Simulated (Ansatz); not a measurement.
A generated cell, not matched to a known phase here, of ZnOsO₃: R-3c, hexagonal axes (No. 167), hR10; a = b = 5.2761 Å, c = 12.7258 Å, α = β = 90.00°, γ = 120.00°; Zn 6a (0.000, 0.000, 0.250); Os 6b (0.000, 0.000, 0.000); O 18e (0.364, 0.364, 0.250). The numbers are results of PBEsol (plane waves to 420 eV, PAW, scalar-relativistic; Ansatz, a first-principles code), not measurements. Element references, the lowest calculated here: Zn (P6₃/mmc), Os (P6₃/mmc), O (C2/m, ferromagnetic, forced by one molecule a cell; α-O2 is antiferromagnetic); gases are represented by their molecular solids.

Total energies (eV/atom, σ → 0; comparable only within this code, potentials and settings):

```json
[
 {"phase": "ZnOsO3 (R-3c)", "E (eV/atom)": "-3242.416"},
 {"phase": "Zn (P6₃/mmc)", "E (eV/atom)": "-3280.905"},
 {"phase": "Os (P6₃/mmc)", "E (eV/atom)": "-11251.061"},
 {"phase": "O (C2/m)", "E (eV/atom)": "-558.291"},
 {"phase": "OsO2 (P4₂/mnm)", "E (eV/atom)": "-4123.523"},
 {"phase": "ZnO (P6₃mc)", "E (eV/atom)": "-1921.065"}
]
```

### Question
What is the formation energy of this R-3c form of ZnOsO3 from the elements?

### Answer
E_f = -3242.416 − [1 × (-3280.905) + 1 × (-11251.061) + 3 × (-558.291)] / 5 = -1.05 eV/atom (-5.2 eV per formula unit).

### Question
How does this cell stand against the other phases calculated?

### Answer
It lies 0.12 eV/atom above their hull: ZnOsO3 → ZnO + OsO2 (OsO2 P4₂/mnm, ZnO P6₃mc) releases that much. A lower structure of this composition may exist.

This is the hull of the energies calculated here, no anion corrections; phases that were not calculated are missing from it. Values are rounded to 0.01 eV/atom. Not shown to be the ambient phase of their composition (a lower form may be missing, and a cell relaxed within its start's symmetry can be a saddle point): ZnOsO3 (R-3c). Spin-orbit coupling is missing from these energies, which matters for elements this heavy. The compounds carry no spin polarisation. No Hubbard U is applied.
